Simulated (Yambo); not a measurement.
Yambo run on NaCaIrH6 (space group F-43m, No. 216). The wavefunctions are LDA (Quantum ESPRESSO, PseudoDojo norm-conserving, 88 Ry, no spin-orbit coupling) ones on a 4×4×4 mesh (21 occupied bands); a = b = c = 5.1096 Å, α = β = γ = 60.00°.

Yambo input:

```
rim_cut
gw0
dyson
el_el_corr
HF_and_locXC
ppa
em1d
RandQpts= 1000000
RandGvec= 1 Ry
EXXRLvcs= 88 Ry
VXCRLvcs= 352 Ry
Chimod= "HARTREE"
% BndsRnXp
 6 | 140 |
%
NGsBlkXp= 3 Ry
% LongDrXp
 1.0 | 1.0 | 1.0 |
%
PPAPntXp= 27.2114 eV
% GbndRnge
 1 | 140 |
%
GTermKind= "none"
DysSolver= "n"
ExtendOut
% QPkrange
 7 | 7 | 21 | 22 |
 8 | 8 | 21 | 21 |
%
```

k points by index: 7 = X, 8 = W.

The o-*.qp file then holds:

```
#    K-point    Band    Eo [eV]    E [eV]    E-Eo [eV]    Vxc [eV]    Vnlxc [eV]    Sc|Eo [eV]    Sc|E [eV]    dSc/dw|Eo [eV]    Re(Z)    Im(Z)
#
    7    21    -0.002919    -0.321822    -0.318903    -18.52294    -22.54915    3.625178    3.707315    -7.005593    0.795257    -0.001436
    7    22    3.184637    4.341911    1.157274    -13.40219    -9.004364    -3.005247    -3.240550    -5.532294    0.831041    -0.001148
    8    21    0.000000    -0.317874    -0.317874    -18.53625    -22.55931    3.623341    3.705189    -7.003521    0.795305    -0.001435
```
(The two width columns are left out.) Convergence of these settings isn't established.

Geometry of the Materials Project entry, not relaxed at this level.

The structure is a Materials Project entry; no match was found in the copy of COD used, and its stability was not checked.
